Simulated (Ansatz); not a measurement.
Starting cell, TiC (rock salt):

```yaml
crystal:
  lattice:
    - [0.00000, 2.14648, 2.14648]
    - [2.14648, 0.00000, 2.14648]
    - [2.14648, 2.14648, 0.00000]
  atoms:
    - { symbol: C, position: [0.00000, 0.00000, 0.00000] }
    - { symbol: Ti, position: [0.50000, 0.50000, 0.50000] }
```

In each cell atom 1 (C, nearest neighbour Ti at 2.146 Å; its periodic images, 3.0 Å or more away, move with it) moves by s·(0.000, 0.000, 1.000) (towards the nearest neighbour), the rest being held.

The numbers are results of PBEsol (plane waves to 420 eV, PAW, scalar-relativistic; Ansatz, an electronic-structure program), not measurements. k mesh 15×15×15 (Γ-centred), Fermi-Dirac smearing 0.05 eV. E stands for the smeared free energy. With partly filled bands, energies and forces of such displacements shift with the k mesh and the smearing. The PAW data are Ansatz's earlier set. TiC is run without spin polarisation. TiC was relaxed with its symmetry unable to fall. The zero of ΔE is the undisplaced structure. The last digit holds for this mesh only.

```csv
s (Å),ΔE (meV/cell)
-0.210,228.4
-0.168,142.8
-0.126,79.8
-0.084,35.8
-0.042,9.2
0.000,0.0
0.042,9.2
0.084,35.8
0.126,79.8
0.168,142.8
0.210,228.4
```

Question: What force constant k = d²E/ds² at s = 0 does the table give?

Answer: 10 eV/Å². It is the second difference of the nearest points, corrected with the next pair.

Question: With k = 10.38 eV/Å² from the forces, is the well harmonic out to s = 0.210 Å?

Answer: ½ks² = 229 meV/cell against the computed 228 meV/cell, so the well is close to harmonic there.

(A displaced cell: forces are minus the slopes of the energy, force constants its curvatures, and phonons follow from these.)
